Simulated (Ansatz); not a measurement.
Hf (hcp, Mg type)

```
CELL_PARAMETERS angstrom
      6.40825     0.00000     0.00000
     -1.60206     2.77485     0.00000
      0.00000     0.00000     5.06894
ATOMIC_POSITIONS crystal
  Hf 0.16667 0.66667 0.75000
  Hf 0.66667 0.66667 0.75000
  Hf 0.33333 0.33333 0.25000
  Hf 0.83333 0.33333 0.25000
```

The atoms are displaced by Q × the pattern below (from a DFPT mode at M = (0.5, 0.0, 0.0), largest move 1; Q in Å), at fixed cell. (q is in reciprocal vectors of the primitive cell; the cell shown is doubled to hold the pattern.)

```csv
atom,x,y,z
Hf1,-0.866,-0.500,0.000
Hf2,0.866,0.500,0.000
Hf3,-0.866,-0.500,0.000
Hf4,0.866,0.500,0.000
```

The numbers are results of PBE (plane waves to 420 eV, PAW, scalar-relativistic; Ansatz, an electronic-structure program), not measurements. k mesh 17×17×9 (Γ-centred), Fermi-Dirac smearing 0.05 eV. The energy includes the smearing's −TS. Stress and pressure are positive under compression. With partly filled bands, energies and forces of such displacements shift with the k mesh and the smearing. Hf is run without spin polarisation. Hf was relaxed with its symmetry unable to fall. Spin-orbit coupling is left out, though Hf is heavy. The PAW data are Ansatz's earlier set. The zero of ΔE is the undisplaced structure.

**Question.** Predict the ΔE (meV/cell) and P (GPa) at Q (Å) = -0.180, -0.060, 0.030, 0.060, 0.090.

**Answer.** 
```json
[
 {"Q (Å)": "-0.180", "ΔE (meV/cell)": "707", "P (GPa)": "4.0"},
 {"Q (Å)": "-0.060", "ΔE (meV/cell)": "84", "P (GPa)": "0.5"},
 {"Q (Å)": "0.030", "ΔE (meV/cell)": "21", "P (GPa)": "0.1"},
 {"Q (Å)": "0.060", "ΔE (meV/cell)": "84", "P (GPa)": "0.5"},
 {"Q (Å)": "0.090", "ΔE (meV/cell)": "185", "P (GPa)": "1.0"}
]
```

(A displaced cell: forces are minus the slopes of the energy, force constants its curvatures, and phonons follow from these.)
